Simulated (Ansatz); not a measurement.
Consider the following.

TePb:
```cif
data_Pb4Te4
_chemical_formula_sum 'Pb4 Te4'
_space_group_name_H-M_alt 'F-43m'
_space_group_IT_number 216
_space_group_name_Hall 'F -4 2 3'
_cell_length_a 7.20567
_cell_length_b 7.20567
_cell_length_c 7.20567
_cell_angle_alpha 90.000
_cell_angle_beta 90.000
_cell_angle_gamma 90.000
loop_
_atom_site_label
_atom_site_type_symbol
_atom_site_symmetry_multiplicity
_atom_site_Wyckoff_symbol
_atom_site_fract_x
_atom_site_fract_y
_atom_site_fract_z
_atom_site_occupancy
Pb1 Pb 4 a 0.00000 0.00000 0.00000 1
Te1 Te 4 d 0.75000 0.75000 0.75000 1
```
(The calculation used a cell of 2 atoms; values per cell refer to that cell.)

This is the PBEsol-relaxed structure.

**Question.** All from the program Ansatz at the PBEsol level (PAW), unless another level is named. Estimate the electronic dielectric constant ε∞ (DFPT).

**Answer.** 9.68.

**Question.** What about the Born charges (a third of the trace)?

**Answer.** Pb +2.02, Te -2.02 e.

**Question.** Next, the static dielectric constant ε0 (ions relaxed, cell fixed)?

**Answer.** 12.1.

The start of the workflow was typed in or built on a structure type; neither database checked (COD, Materials Project) lists it. It is not the phase usual at ambient conditions (space group No. 225). The PBEsol relaxation kept the symmetry of its start. At this level the phase is mechanically unstable. Scalar-relativistic: spin–orbit coupling is off unless named, which matters more the heavier the elements.

Potentials: the earlier of the program's two PAW sets. The files were generated under PBE; for other functionals the program regenerates the frozen cores, and for LDA and PBEsol the local potential too.
